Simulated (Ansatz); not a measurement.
Below is a relaxed structure of ReS3. The cell was found from a structure generator's guess, not taken from experiment.

These are results of Ansatz 0.2.0, DFT PBE, scalar-relativistic, plane waves, PAW, not measurements. Cutoff 420 eV, Γ-centred mesh, Gaussian smearing, no spin polarisation.

```yaml
crystal:
  lattice:
    - [-2.46130, 2.46130, 2.46130]
    - [2.46130, -2.46130, 2.46130]
    - [2.46130, 2.46130, -2.46130]
  atoms:
    - { symbol: Re, position: [0.00000, 0.00000, 0.00000] }
    - { symbol: S, position: [0.00000, 0.50000, 0.50000] }
    - { symbol: S, position: [0.50000, 0.00000, 0.50000] }
    - { symbol: S, position: [0.50000, 0.50000, 0.00000] }
```

Formation energies are uncorrected and refer to the elements' standard structures at the same level.

(1) What space group does it have?

(2) What is its formation energy per atom?

(3) Is it a metal?

Results:

(1) Im-3m (No. 229). Conventional cell: a = 4.923 Å. Re is surrounded by 6 S at 2.46 Å; S has 2 Re at 2.46 Å and 4 S at 2.46 Å.

(2) +0.59 eV/atom. The separate elements lie lower, so it is unstable against them.

(3) Yes, bands cross the Fermi level on the 14×14×14 mesh.

The last run used a 14×14×14 mesh for its 4-atom cell and Gaussian smearing of 0.10 eV. These runs have no spin–orbit coupling, which can matter for Re. An odd number of electrons in the primitive cell allows no gap without spin; a larger cell or a magnetic state could open one. The reference form of S is held partly by dispersion forces, which this level lacks. Symmetry constrained the relaxation, so the result can be a saddle point. Another cell of ReS3 relaxed alike, in P6_3/mmc, lies 0.70 eV/atom lower, so this cell isn't the stable form at this level.
